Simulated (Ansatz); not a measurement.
HF in its lowest state found on the top face of a (100) slab of Cu (Fm-3m (No. 225)), 4 planes, outer planes Cu (top) and Cu (bottom); 1 a cell of 25.40 Å², its atoms last:

```yaml
crystal:
  lattice:
    - [5.03937, 0.00000, 0.00000]
    - [0.00000, 5.03937, 0.00000]
    - [0.00000, 0.00000, 23.34506]
  atoms:
    - { symbol: Cu, position: [0.25000, 0.25000, 0.34268] }
    - { symbol: Cu, position: [0.25000, 0.75000, 0.34268] }
    - { symbol: Cu, position: [0.75000, 0.25000, 0.34268] }
    - { symbol: Cu, position: [0.75000, 0.75000, 0.34268] }
    - { symbol: Cu, position: [0.50000, 0.50000, 0.41900] }
    - { symbol: Cu, position: [0.50000, 0.00000, 0.41900] }
    - { symbol: Cu, position: [0.00000, 0.50000, 0.41900] }
    - { symbol: Cu, position: [0.00000, 0.00000, 0.41900] }
    - { symbol: Cu, position: [0.75066, 0.75053, 0.49713] }
    - { symbol: Cu, position: [0.75085, 0.24944, 0.49678] }
    - { symbol: Cu, position: [0.24946, 0.75071, 0.49679] }
    - { symbol: Cu, position: [0.24920, 0.24918, 0.49702] }
    - { symbol: Cu, position: [0.99947, 0.99938, 0.57374] }
    - { symbol: Cu, position: [0.99982, 0.50099, 0.57215] }
    - { symbol: Cu, position: [0.50113, 0.99973, 0.57210] }
    - { symbol: Cu, position: [0.49899, 0.49880, 0.57232] }
    - { symbol: F, position: [0.13356, 0.13300, 0.68035] }
    - { symbol: H, position: [0.24072, 0.24046, 0.65601] }
```

Theory: DFT PBE+D3(BJ), scalar-relativistic, plane waves, PAW (Ansatz). Settings: cutoff 420 eV, Γ-centred mesh 4×4×1 on the computed 18-atom cell, Gaussian smearing of 0.10 eV; no spin polarisation. The cell repeats along c with a dipole correction in the vacuum.

The clean top face has a work function of 4.52 eV. Adsorption changes the slab's dipole along +c by Δp = -0.1524 e·Å a cell (-0.73 D an adsorbate).

Problem. What change of work function does the Helmholtz equation give?

Solution. A sheet of dipoles makes a step in an electron's potential energy of −e·Δp/(ε0·A), and e/ε0 = 180.95 eV·Å for Δp in e·Å: −180.95 × (-0.1524)/25.40 = +1.09 eV. This is the change of φ(top) − φ(bottom). If the bottom face is unmoved, φ(top) becomes 5.61 eV.

Problem. How does that compare with the calculation?

Solution. φ(top) changes by +1.07 eV and φ(bottom) by -0.01 eV, so their difference changes by +1.08 eV. The bottom face hardly moves.

Problem. What does the sign say about the electrons?

Solution. The change of dipole points into the surface (negative end outward), so the work function rises. The molecule's own dipole can set this sign. Δp also holds the adsorbate's own dipole and the moves of the surface atoms, so it isn't a charge transfer alone.